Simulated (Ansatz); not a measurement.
# Zone-centre modes in C

The calculation used DFT PBE, scalar-relativistic, plane waves, PAW in Ansatz. Settings: plane waves to 420 eV, k-mesh 12×12×10 (Γ-centred), Gaussian smearing 0.05 eV. No spin polarisation.

The undisturbed cell (as given, not relaxed at this level):

```
C
1.0
     0.00000   -1.78340   -1.78340
    -1.78340    0.00000   -1.78340
     1.78340    1.78340   -3.56680
C
4
Direct
  0.75000 0.75000 0.75000
  0.25000 0.25000 0.25000
  0.37500 0.37500 0.87500
  0.87500 0.87500 0.37500
```

Harmonic modes by finite displacements of 0.02 Å, without the LO–TO term. The cell doubles the primitive one, so its zone centre also holds the primitive cell's point q = (0, 0, 1/2).

(1) At this geometry, is the structure stable against these modes?

(2) List the wavenumbers in cm⁻¹.

## Answers

(1) Yes: no mode is imaginary beyond 10 cm⁻¹, and only the three translations lie near zero.

(2) 0, 0, 0, 546, 546, 1045, 1199, 1199, 1248, 1295, 1295, 1295.

Cost: 1 run of about 0.72 core-minutes, on Intel Xeon Platinum 8488C (Sapphire Rapids) (shared hosts).